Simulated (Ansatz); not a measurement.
## Profile along the Cu–Cu line in ZrCu5 (space group F-43m)

ZrCu5 (space group F-43m)

```xyz
6
Lattice="0.0000 3.3943 3.3943 3.3943 0.0000 3.3943 3.3943 3.3943 0.0000" Properties=species:S:1:pos:R:3 pbc="T T T"
Zr     0.0000     0.0000     0.0000
Cu     1.6972     1.6972     1.6972
Cu     4.2376     4.2376     4.2376
Cu     2.5511     2.5511     4.2376
Cu     2.5511     4.2376     2.5511
Cu     4.2376     2.5511     2.5511
```

Fields along a shortest Cu–Cu line of a {100} plane (2.39 Å), from Cu to Cu, interpolated on the slice's grid (step about 0.2 Å). The numbers are results of PBEsol (plane waves to 420 eV, PAW, scalar-relativistic; Ansatz, a first-principles code), not measurements. k mesh 12×12×12. Inside the PAW spheres the values are not all-electron values, and peaks at nuclei hang on which shells count as valence. ZrCu5 is run without spin polarisation. ZrCu5 was relaxed with its symmetry unable to fall.

```
distance from Cu (Å)  valence electron density (e/Å³)  electron localisation function
--------------------  -------------------------------  ------------------------------
0.00                                            69.47                               x
0.12                                            60.44                               x
0.24                                            40.10                               x
0.36                                            21.19                               x
0.48                                             9.61                               x
0.60                                             4.15                            0.26
0.72                                             1.82                            0.21
0.84                                             0.87                            0.19
0.96                                             0.52                            0.19
1.08                                             0.40                            0.22
1.20                                             0.37                            0.24
1.31                                             0.40                            0.22
1.43                                             0.52                            0.19
1.55                                             0.87                            0.19
1.67                                             1.82                            0.21
1.79                                             4.15                            0.26
1.91                                             9.61                               x
2.03                                            21.21                               x
2.15                                            40.13                               x
2.27                                            60.47                               x
2.39                                            69.63                               x
```

x: too close to a nucleus for the ELF to mean much.

Density on the Cu–Cu line (2.39 Å) at its midpoint: 0.37 e/Å³. ELF at that point: 0.24.
